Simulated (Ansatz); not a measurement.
TaW (rock salt) was relaxed and computed twice in Ansatz (plane waves, PAW), once with PBEsol and once with r²SCAN.

```csv
,run 1,run 2
cell,"a = b = c = 5.344 Å, α = β = γ = 90.00°","a = 5.3133 Å, b = 5.3133 Å, c = 5.3133 Å, α = 90.00°, β = 90.00°, γ = 90.00°"
ΔH_f (eV/atom),1.26,1.23
B₀ by P(V) fit (GPa),188,193
```

Task: Which run used which functional?

Result: Run 1 is r²SCAN, run 2 is PBEsol.

Typed or built starts, not in the databases checked: TaW, rock salt. Unstable at this level: TaW, rock salt with r²SCAN; TaW, rock salt with PBEsol. All cells were relaxed under the symmetry of their starts (and spin orders); stability against distortions was not tested throughout. Rows with no word on spin ran without spin polarisation. Scalar-relativistic: spin–orbit coupling is off unless named, which matters more the heavier the elements.

Potentials: the later of the program's two PAW sets.

Ansatz (a program for electronic structure) is a plane-wave DFT program.

Formation energies count from the lowest solids of the elements computed at the same level, not from gases.
